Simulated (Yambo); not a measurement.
# K$_{2}$BrOH: sweep of GW parameters

G0W0@LDA for K₂BrOH (space group P2_1/m, No. 11) in Yambo. Reference settings: 2×2×1 Γ-centred k mesh, 337 bands and a 7 Ry block in the screening, 337 bands in G with the Bruneval-Gonze terminator, plasmon pole fitted at 27.2 eV. The LDA gap Γ → Γ on this mesh is 3.23 eV; G0W0 gaps are taken between the same points.

```csv
change from the reference,G0W0 gap Γ → Γ (eV),shift of the valence edge (eV),rough Yambo cost
reference settings,5.95,-1.59,1
"123 bands in W, 123 bands in G",5.98,-1.42,about 1/3
"215 bands in W, 215 bands in G",5.94,-1.52,within a factor of two
123 bands in G,5.95,-1.55,–
215 bands in G,5.94,-1.58,–
154 bands in W,5.96,-1.49,within a factor of two
3 Ry block,5.86,-1.59,within a factor of two
1 Ry block,6.63,-2.22,within a factor of two
6 Ry block,5.91,-1.57,within a factor of two
pole fitted at 40 eV,5.99,-1.65,–
no random integration,5.89,-1.47,–
1×2×1 mesh,5.81,-1.47,about 1/3
"123 bands in G, no terminator",5.66,-1.02,–
"215 bands in G, no terminator",5.76,-1.27,–
no terminator,5.85,-1.43,–
```

The reference isn't shown to be the converged limit. Costs are rough (shared machines), scaled to the same edge states, and given only for runs that recompute the screening.

Spin-orbit splittings are left out.

Geometry of the Materials Project entry, not relaxed at this level; primitive cell a = 6.832 Å, b = 4.317 Å, c = 8.593 Å, α = γ = 90.00°, β = 108.15°.

The structure is a Materials Project entry; no match was found in the copy of COD used, and its stability was not checked.

A shift is the quasiparticle energy of the state minus its LDA energy.
